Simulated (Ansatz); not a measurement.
This CaInC4N4 structure is the end of a relaxation. The cell was found from a structure generator's guess, not taken from experiment.

The calculation used Ansatz, DFT PBE, scalar-relativistic, plane waves, PAW. Cutoff 420 eV, Γ-centred mesh, Gaussian smearing, no spin polarisation.

```
Ca In C N
1.0
     6.65367    0.00000    0.00000
     0.00000    6.65367    0.00000
     0.00000    0.00000    6.65367
Ca In C N
1 1 4 4
Direct
  0.00000 0.00000 0.00000
  0.50000 0.50000 0.50000
  0.21626 0.21626 0.21626
  0.21626 0.78374 0.78374
  0.78374 0.21626 0.78374
  0.78374 0.78374 0.21626
  0.31864 0.31864 0.31864
  0.31864 0.68136 0.68136
  0.68136 0.31864 0.68136
  0.68136 0.68136 0.31864
```

The zero of energy is the elements' standard structures at the same level (N₂ as a molecule); no fitted shifts are applied.

Question: What space group does it have?

Answer: P-43m (No. 215). Conventional cell: a = 6.654 Å. Ca is surrounded by 4 C at 2.49 Å; In has 4 N at 2.09 Å; around C lie 1 N at 1.18 Å and 1 Ca at 2.49 Å; N has 1 C at 1.18 Å and 1 In at 2.09 Å.

Question: What is its formation energy per atom?

Answer: +0.40 eV/atom. It can't be a ground state, since the elements alone are lower.

Question: Is it a metal?

Answer: Yes, bands cross the Fermi level on the 6×6×6 mesh.

Question: From what recipe could a structure generator have reached it?

Answer: One such recipe: two interpenetrating cyanide-bridged diamond nets (P-43m, No. 215). Other recipes can lead to the same cell.

The last run used a 6×6×6 mesh for its 10-atom cell and Gaussian smearing of 0.10 eV. An odd number of electrons in the primitive cell allows no gap without spin; a larger cell or a magnetic state could open one. The reference form of C is held partly by dispersion forces, which this level lacks. A structure relaxed within its symmetry needn't be a true minimum.
